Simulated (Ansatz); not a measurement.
Given:

SiC:
```cif
data_C2Si2
_chemical_formula_sum 'Si2 C2'
_space_group_name_H-M_alt 'P63mc'
_space_group_IT_number 186
_space_group_name_Hall 'P 6c -2c'
_cell_length_a 3.05634
_cell_length_b 3.05634
_cell_length_c 5.01605
_cell_angle_alpha 90.000
_cell_angle_beta 90.000
_cell_angle_gamma 120.000
loop_
_atom_site_label
_atom_site_type_symbol
_atom_site_symmetry_multiplicity
_atom_site_Wyckoff_symbol
_atom_site_fract_x
_atom_site_fract_y
_atom_site_fract_z
_atom_site_occupancy
Si1 Si 2 b 0.33333 0.66667 0.49960 1
C1 C 2 b 0.66667 0.33333 0.37540 1
```

This is the LDA-relaxed structure.

Problem. All from LDA (plane waves, PAW; program Ansatz), unless another level is named. Estimate the electronic dielectric constant ε∞ (DFPT).

Solution. 6.89 (xx = yy), 7.24 (zz).

Problem. Predict the Born charges (a third of the trace).

Solution. Si +2.76, C -2.76 e.

Problem. Give the static dielectric constant ε0 (ions relaxed, cell fixed).

Solution. 10.2 (xx = yy), 11.3 (zz).

Space group P6_3mc (wurtzite). The LDA relaxation kept the symmetry of its start.

Potentials: the earlier of the program's two PAW sets. The files were generated under PBE; for other functionals the program regenerates the frozen cores, and for LDA and PBEsol the local potential too.
